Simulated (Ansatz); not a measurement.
**Sensitivity of the gradients in Na2Se2O7 to the input**

Cell: a computed structure from the Materials Project (it need not be an observed phase).

Space group P-1 (No. 2); a = 6.9403, b = 6.9488, c = 7.0458 Å, α = 82.50°, β = 65.27°, γ = 82.05°.

```
site  Wyckoff  site symmetry       x       y       z
 Na1       2i              1  0.2670  0.6500  0.6043
 Na3       2i              1  0.7387  0.9256  0.7643
 Se5       2i              1  0.7542  0.8592  0.2758
 Se7       2i              1  0.2016  0.5992  0.1336
  O9       2i              1  0.6358  0.9667  0.1291
 O11       2i              1  0.6336  0.6860  0.4453
 O13       2i              1  0.8334  0.0085  0.3846
 O15       2i              1  0.2557  0.7315  0.2751
 O17       2i              1  0.1003  0.3981  0.2579
 O19       2i              1  0.3662  0.5834  0.8911
 O21       2i              1  0.9856  0.7466  0.0819
```

One atom of each set is listed.

Reference run. All values are calculated (Ansatz; DFT, PBE, plane waves and PAW, scalar-relativistic, 420 eV cutoff, Γ-centred 4×3×3 k-points, Fermi–Dirac smearing 0.02 eV), not measured.

Q: The input is changed as follows: `hamiltonian.hubbard`: not typed → {sites: [{species: Na, l: p, u_eff: 40.0}]}; `scf.max_iter`: not typed → 100. What happens to V_zz (10²¹ V/m²) and η?

A: 

```json
{"site": "Na1", "V_zz reference": "-0.32", "η reference": "0.67", "V_zz changed": "0.40", "η changed": "0.80"}
{"site": "Na3", "V_zz reference": "0.78", "η reference": "0.95", "V_zz changed": "0.59", "η changed": "0.78"}
{"site": "Se5", "V_zz reference": "12.43", "η reference": "0.05", "V_zz changed": "10.93", "η changed": "0.03"}
{"site": "Se7", "V_zz reference": "15.83", "η reference": "0.18", "V_zz changed": "14.38", "η changed": "0.17"}
{"site": "O9", "V_zz reference": "17.76", "η reference": "0.21", "V_zz changed": "17.63", "η changed": "0.18"}
{"site": "O11", "V_zz reference": "17.52", "η reference": "0.18", "V_zz changed": "17.44", "η changed": "0.17"}
{"site": "O13", "V_zz reference": "17.47", "η reference": "0.13", "V_zz changed": "17.47", "η changed": "0.14"}
{"site": "O15", "V_zz reference": "17.88", "η reference": "0.13", "V_zz changed": "17.60", "η changed": "0.15"}
{"site": "O17", "V_zz reference": "17.74", "η reference": "0.23", "V_zz changed": "17.55", "η changed": "0.23"}
{"site": "O19", "V_zz reference": "18.26", "η reference": "0.18", "V_zz changed": "17.88", "η changed": "0.22"}
{"site": "O21", "V_zz reference": "15.87", "η reference": "0.83", "V_zz changed": "15.76", "η changed": "0.77"}
```

The largest change of V_zz along a kept axis is on Se5, from 12.43 to 10.93. In per cent, |V_zz| changes by -25 on Na, -12 to -9 on Se, -2 to 0 on O (all sites that start above 0.5). Where |V_zz| stays above 0.1 and the axes keep their order, η moves most on Na3, from 0.95 to 0.78. On Na1 the largest principal value lies along another axis in the second run, so the two V_zz can't be compared directly. Its pressure is 10 GPa, against 5 GPa in the reference run. SCF iterations: 8 and 12. The changed input holds an enormous U, so its numbers aren't properties of the crystal.

On the reference run: At this cell the principal stresses reach 5 GPa in size with PBE, which can matter for small gradients. The largest force is 0.4 eV/Å, so the atoms aren't at the calculated equilibrium and relaxing them would move these values.
